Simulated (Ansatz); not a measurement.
Here is an unrelaxed guess for Si2TeS3.

```cif
data_structure
_symmetry_space_group_name_H-M 'P6/mmm'
_symmetry_Int_Tables_number 191
_cell_length_a 5.7234
_cell_length_b 5.7234
_cell_length_c 4.6535
_cell_angle_alpha 90.000
_cell_angle_beta 90.000
_cell_angle_gamma 120.000
_cell_volume 132.01
loop_
_atom_site_label
_atom_site_type_symbol
_atom_site_symmetry_multiplicity
_atom_site_Wyckoff_symbol
_atom_site_fract_x
_atom_site_fract_y
_atom_site_fract_z
_atom_site_occupancy
Si1 Si 2 c 0.33333 0.66667 0.00000 1
Te1 Te 1 a 0.00000 0.00000 0.00000 1
S1 S 3 g 0.50000 0.00000 0.50000 1
```

The calculation used DFT PBE, scalar-relativistic, plane waves, PAW in Ansatz 0.2.0. Cutoff 420 eV; k points 6×6×4 on the computed 6-atom cell (Γ-centred); Gaussian smearing, width 0.10 eV; no spin polarisation.

Energies over the elements count from the elements' standard structures at the same level, with no fitted energy shifts.

**Question.** Estimate its pressure, forces and energy as it stands.

**Answer.** The pressure is -6.8 GPa (the mean over three directions, positive in compression), the largest force is 0.00 eV/Å (symmetry fixes the atoms), and the energy is +0.77 eV/atom against the elements. The shortest distance is 2.85 Å.

**Question.** Is it a good guess?

**Answer.** A fair one: relaxing gains about 0.11 eV/atom (the start's value is from the coarse mesh, so the gain is rough) in 12 ionic steps and ends at +0.65 eV/atom on the finer mesh. The symmetry stays P6/mmm (No. 191). The volume per atom shrinks by 13.1 %, from 22.0 to 19.1 Å³. The shortest distance goes from 2.85 Å (Si–S) to 2.60 Å (S–S). The ratio c/a of the conventional cell changes by a factor of 1.16. Conventional cell: a = 5.199 Å, c = 4.899 Å. Si is surrounded by 6 S at 2.87 Å, 3 Si at 3.00 Å and 3 Te at 3.00 Å; Te is surrounded by 6 Si at 3.00 Å; S is surrounded by 4 S at 2.60 Å and 4 Si at 2.87 Å.

The last run used a 12×12×8 mesh (in the run's order of axes) for its 6-atom cell and Gaussian smearing of 0.10 eV. Spin–orbit coupling, which can matter for Te, is left out. The reference forms of S and Te are held partly by dispersion forces, which this level lacks. The relaxation can't lower the symmetry of the start, and the grade says only how near the guess is to its own end. A structure relaxed within its symmetry needn't be a true minimum.
